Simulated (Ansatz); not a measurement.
BN (h-MgO type) (no longer in that coordination) at its r2SCAN geometry, in the plane-wave code Ansatz. The base run uses HSE06 on a modest mesh; each further run changes one setting, sensibly or not. Doubtful ones may also carry a cap on iterations. All numbers are computed, and spin polarisation is off unless an edit sets a moment.

Base input:
```yaml
crystal:
  lattice:
    - [2.5008381595, 0.0, 0.0]
    - [-1.2504190798, 2.1657893769, 0.0]
    - [0.0, 0.0, 6.8931474372]
  atoms:
    - { symbol: B, position: [0.3333333333, 0.6666666667, 0.25] }
    - { symbol: B, position: [0.6666666667, 0.3333333333, 0.75] }
    - { symbol: "N", position: [0.6666666667, 0.3333333333, 0.25] }
    - { symbol: "N", position: [0.3333333333, 0.6666666667, 0.75] }
kpoints:
  mp_grid: { grid: [6, 6, 2] }
hamiltonian:
  xc: hse06
scf:
  occupations: { method: fixed }
  n_extra_bands: 5
output:
  forces: true
  stress: true
  eigenvalues: true
```

Base results:
```
Basis set: ecut = 420 eV, 713 PW (Γ)
Symmetry: 24 space group operations
Space group: P63/mmc (ITA 194)
k-points: 14 of 72
Exchange kernel: α = 0.2500, screened, ω = 0.2079 Å⁻¹, Wigner–Seitz truncation, v(0) = 1019.0261 eV·Å³, q-mesh 6×6×2
hybrid SCF converged: 2 outer / 9 inner (+2 warm-up)
Free energy (F): -1085.055128 eV
Fermi energy:    3.573396 eV
--- Stress (GPa, compression-positive) ---
       -2.296726       0.000000       0.000000
        0.000000      -2.296726       0.000000
        0.000000       0.000000       1.490078
  P = ⅓ Tr σ = -1.0345 GPa (-10.345 kbar)
```
The gap over this mesh is 5.651 eV.

Run as `ansatz run input.yaml --threads 4 --pin off --max-ram 3686MiB --backend cpu --events-out ev --progress --plain --runs-dir out`. Wall time 6.5 s on 4 threads of Arm Neoverse N1, on a shared host; peak host memory 0.56 GiB.

Q: What happens with this change?
```yaml
hamiltonian:
  xc: r2scan50
```

A: The cutoff follows the functional, from 420 to 500 eV. The mean stress moves by -5.3 GPa and the gap on the mesh by +3.020 eV (to 8.671). It's another functional on the same cell, so totals aren't comparable.
```
Basis set: ecut = 500 eV, 979 PW (Γ)
hybrid SCF converged: 2 outer / 10 inner (+3 warm-up)
Free energy (F): -1087.390779 eV
Fermi energy:    1.849572 eV
--- Stress (GPa, compression-positive) ---
       -9.447562       0.000000       0.000000
        0.000000      -9.447562       0.000000
        0.000000       0.000000       0.040832
  P = ⅓ Tr σ = -6.2848 GPa (-62.848 kbar)
```

Q: Predict the outcome of this edit.
```yaml
hamiltonian:
  xc: lc_wpbe
```

A: The mean stress moves by -0.8 GPa and the gap on the mesh by +5.347 eV (to 10.998). It's another functional on the same cell, so totals aren't comparable.
```
Exchange kernel: α = 0.0000 at short range, 1.0000 at long range (ω = 0.7559 Å⁻¹), several ranges, Wigner–Seitz truncation, v(0) = 6580.5083 eV·Å³, q-mesh 6×6×2
hybrid SCF converged: 2 outer / 11 inner (+2 warm-up)
Free energy (F): -1087.202819 eV
Fermi energy:    0.614376 eV
--- Stress (GPa, compression-positive) ---
       -3.041863       0.000000       0.000000
        0.000000      -3.041863       0.000000
        0.000000       0.000000       0.520543
  P = ⅓ Tr σ = -1.8544 GPa (-18.544 kbar)
```

Q: The input is altered as follows. How does the run end?
```yaml
scf:
  mixing: { preconditioner: none }
```

A: It converges in 11 iterations, as the base does. The result is the base's, as it should be for a key that only affects how the solution is found.

The stress of a hybrid is loosely converged in these runs.

The meshes of the hybrids are coarse, so their gaps aren't converged to the digits shown.
